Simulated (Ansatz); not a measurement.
The relaxed structure here is a generated cell of BP: the first start was made by placing the elements on the sites of a structure type, and the end was not matched to a known phase here, so it may be hypothetical. Known forms of BP include space group No. 216.

One stationary structure of BP. Computed with PBE (plane waves to 420 eV, PAW, scalar-relativistic; Ansatz, a program for electronic structure).

```xyz
4
Lattice="1.6103 0.9297 5.2608 -1.6103 0.9297 5.2608 0.0000 -1.8594 5.2608" Properties=species:S:1:pos:R:3 pbc="T T T"
B      0.0000     0.0000     0.8876
B      0.0000     0.0000    14.8949
P      0.0000     0.0000     6.7826
P      0.0000     0.0000     8.9998
```

Question: Determine the symmetry and give the standard cell with its independent sites.

Answer: Space group R-3m, hexagonal axes (No. 166); a = 3.221 Å, b = 3.221 Å, c = 15.782 Å, α = 90.00°, β = 90.00°, γ = 120.00°

```json
[
 {"atom": "B", "site": "6c", "symmetry": "3m", "x": "0.0000", "y": "0.0000", "z": "0.0562"},
 {"atom": "P", "site": "6c", "symmetry": "3m", "x": "0.0000", "y": "0.0000", "z": "0.4298"}
]
```

Question: Give the shortest distances between elements (the closest pairs, up to four, under 3.6 Å).

Answer: B–B 1.78 Å; B–P 1.96 Å; P–P 2.22 Å.

The volume per atom is 11.81 Å³. The band gap is 0.77 eV, indirect (valence top at Γ, conduction bottom at F) (no spin-orbit coupling) and the smallest direct gap comes out as 2.43 eV at k = (0, -0.5, -0.5).

No spin polarisation in the result.

It was reached from a disturbed copy of a P4/mmm (No. 123) cell, against which it lies -1.04 eV/atom.
